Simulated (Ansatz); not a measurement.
A trial structure of BeSe5 was built thus: random cell by space group and Wyckoff sites (P6_3/mmc, No. 194). Its size is a rough estimate.

```
Be Se
1.0
     7.52073    0.00000    0.00000
    -3.76036    6.51314    0.00000
     0.00000    0.00000    7.38425
Be Se
2 10
Direct
  0.00000 0.00000 0.00000
  0.00000 0.00000 0.50000
  0.33333 0.66667 0.42924
  0.66667 0.33333 0.92924
  0.66667 0.33333 0.57076
  0.33333 0.66667 0.07076
  0.50000 0.00000 0.00000
  0.00000 0.50000 0.00000
  0.50000 0.50000 0.00000
  0.50000 0.00000 0.50000
  0.00000 0.50000 0.50000
  0.50000 0.50000 0.50000
```

All numbers below come from DFT PBE, scalar-relativistic, plane waves, PAW in Ansatz. Cutoff 420 eV, Gaussian smearing, Γ-centred meshes. Cell and atoms relax first on a coarse mesh and then on a finer one. In between, the cell is made exact in the group found at 0.06 Å. In metals the finer mesh still leaves noise of several meV/atom or more. The steps can't lower the symmetry of their start. No spin polarisation.

A guess keeps its type if space group and coordination stay and the shape of the cell changes little (axis ratios within about 15 %, angles within 6°); the volume may change.

**Question.** Does this structure survive the relaxation?

**Answer.** It doesn't keep its type. The symmetry goes from P6_3/mmc (No. 194) to P6/mmm (No. 191), and the primitive cell from 12 to 6 atoms. The volume per atom grows by 10.0 %, from 30.1 to 33.1 Å³. The shortest distance goes from 2.23 Å (Se–Se) to 2.67 Å (Be–Be and Se–Se). Counting neighbours within 15 % of an atom's shortest distance, the start has Be 8, Se 2/3 and the end Be 2, Se 4/5. In detail, at the end around Be lie 2 Be at 2.68 Å; Se on a site of symmetry -6m2 is surrounded by 5 Se at 2.67–2.68 Å; around Se on a site of symmetry mmm lie 4 Se at 2.67–2.68 Å.

```cif
data_structure
_symmetry_space_group_name_H-M 'P6/mmm'
_symmetry_Int_Tables_number 191
_cell_length_a 9.2637
_cell_length_b 9.2637
_cell_length_c 2.6757
_cell_angle_alpha 90.000
_cell_angle_beta 90.000
_cell_angle_gamma 120.000
_cell_volume 198.85
loop_
_atom_site_label
_atom_site_type_symbol
_atom_site_symmetry_multiplicity
_atom_site_Wyckoff_symbol
_atom_site_fract_x
_atom_site_fract_y
_atom_site_fract_z
_atom_site_occupancy
Be1 Be 1 a 0.00000 0.00000 0.00000 1
Se1 Se 2 c 0.33333 0.66667 0.00000 1
Se2 Se 3 f 0.50000 0.00000 0.00000 1
```

The last run used a 6×6×14 mesh (in the run's order of axes) for its 6-atom cell and Gaussian smearing of 0.10 eV. Symmetry constrained the relaxation, so the result can be a saddle point. Another cell of BeSe5 relaxed alike, in R-3m, lies 0.43 eV/atom lower, so this cell isn't the stable form at this level.

In counts of neighbours, a slash parts the counts of unlike sites.
